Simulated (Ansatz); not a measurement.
**Structure relaxation, YN**

The start is a generated cell, YN built in the AFLOW prototype AB_cF16_227_a_b (B32, as in NaTl). A full variable-cell relaxation at zero pressure is run with r2SCAN (plane waves to 500 eV, PAW, scalar-relativistic; Ansatz, an electronic-structure program). The first steps use a coarse 6×6×6 k-mesh.

The start:
```
YN
1.0
    0.00000     3.24504     3.24504
    3.24504     0.00000     3.24504
    3.24504     3.24504     0.00000
N Y
2 2
Cartesian
  4.86756   4.86756   4.86756
  3.24504   3.24504   3.24504
  0.00000   0.00000   0.00000
  1.62252   1.62252   1.62252
```

**Question.** How much energy is released per atom?

**Answer.** 0.22 eV/atom.

**Question.** How does the volume per atom move from start to end?

**Answer.** -20.0 %, from 17.09 to 13.68 Å³/atom.

**Question.** How do the shortest distances between atoms change?

**Answer.** The closest pairs of elements (up to four, under 3.6 Å), start → end: N–Y 2.81 → 2.61 Å; N–N 2.81 → 2.61 Å; Y–Y 2.81 → 2.61 Å.

**Question.** Is the relaxed structure metallic? Give its gap.

**Answer.** Zero (metallic).

**Question.** Give the final cell and atomic positions.

**Answer.** 
Space group Fd-3m, origin choice 1 (No. 227); a = b = c = 6.0260 Å, α = β = γ = 90.00°

| atom | site | symmetry | x | y | z |
|---|---|---|---|---|---|
| N | 8b | -43m | 0.5000 | 0.5000 | 0.5000 |
| Y | 8a | -43m | 0.0000 | 0.0000 | 0.0000 |
(The calculation used a cell of 4 atoms; values per cell refer to that cell.)

The space group stays Fd-3m (No. 227) (the run could not lower it); the end is AFLOW prototype AB_cF16_227_a_b (B32, as in NaTl), with 4 atoms in the primitive cell. Final values are on a 13×13×13 k-mesh of the relaxed cell. The start holds a very short contact (N–N 2.81 Å). No spin polarisation in the result.

The run could not lose the symmetry of its start, so the end can be a saddle point.

All atoms sit on sites fixed by symmetry, so only the cell could relax.

The relaxed structure here is a generated cell of YN: the first start was made by placing the elements on the sites of a structure type, and the end was not matched to a known phase here, so it may be hypothetical. Known forms of YN include space group No. 225.
